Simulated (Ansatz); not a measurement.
La:
```
CELL_PARAMETERS angstrom
      3.66231     0.00000     0.00000
     -1.83115     3.17165     0.00000
      0.00000     0.00000    11.79608
ATOMIC_POSITIONS crystal
  La 0.00000 0.00000 0.00000
  La 0.00000 0.00000 0.50000
  La 0.33333 0.66667 0.25000
  La 0.66667 0.33333 0.75000
```

Relaxed with PBE+D3(BJ). Special points in fractions of this cell's reciprocal vectors: Γ (0.000, 0.000, 0.000); M (0.500, 0.000, 0.000); K (0.333, 0.333, 0.000); A (0.000, 0.000, 0.500); L (0.500, 0.000, 0.500); H (0.333, 0.333, 0.500).

Q: List the band energies nearest the Fermi level at these points for the program Ansatz at the PBE+D3(BJ) level (PAW).

A: In eV from the Fermi level; about four levels below and three above (degenerate sets whole), none deeper than 8.9 eV; points with the same levels are listed once.

```tsv
k	below	above
Γ	-3.17 -1.88 -1.81 -1.80	0.53 0.68 1.25 1.25 1.25
M	-1.20 -0.79 -0.31 -0.24	0.43 1.05 1.19
K	-1.07 -1.07 -0.77 -0.58 -0.58	0.13 0.29 0.29
A	-2.66 -2.66 -1.77 -1.77	0.74 0.74 1.29 1.29
L	-1.49 -1.49 -1.23 -1.23	0.62 0.62 1.32 1.32
H	-0.39 -0.39 -0.01 -0.01	0.05 0.05 0.97 0.97
```

Space group P6_3/mmc (dhcp (α-La type)). Symmetry was held in the PBE+D3(BJ) relaxation. The pairwise dispersion correction was not fitted to metals. Spin–orbit coupling is left out wherever it is not named.

Potentials: the later of the program's two PAW sets.
